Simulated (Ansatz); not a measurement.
La$_{2}$O$_{3}$:
Space group P-3m1 (No. 164); a = 3.906 Å, b = 3.906 Å, c = 6.041 Å, α = 90.00°, β = 90.00°, γ = 120.00°

| atom | site | symmetry | x | y | z |
|---|---|---|---|---|---|
| La | 2d | 3m. | 0.3333 | 0.6667 | 0.2454 |
| O | 2d | 3m. | 0.6667 | 0.3333 | 0.3540 |
| O | 1a | -3m. | 0.0000 | 0.0000 | 0.0000 |

Relaxed with PBEsol.

**Question.** Decompose the optical modes at the zone centre into irreducible representations, and say which are infrared and Raman allowed.

**Answer.** Point group -3m: Γ_opt = 2A1g + 2A2u + 2Eg + 2Eu. Infrared: A2u, Eu. Raman: A1g, Eg.

**Question.** Assign frequencies (DFPT, the program Ansatz at the PBEsol level (PAW); without the LO–TO term).

**Answer.** Eg 104, Eu 188, A1g 192, A2u 194, Eu 362, A1g 390, Eg 396, A2u 438 cm⁻¹.

Symmetry was held in the PBEsol relaxation. Spin–orbit coupling is left out wherever it is not named.

Potentials: the earlier of the program's two PAW sets. The files were generated under PBE; for other functionals the program regenerates the frozen cores, and for LDA and PBEsol the local potential too.
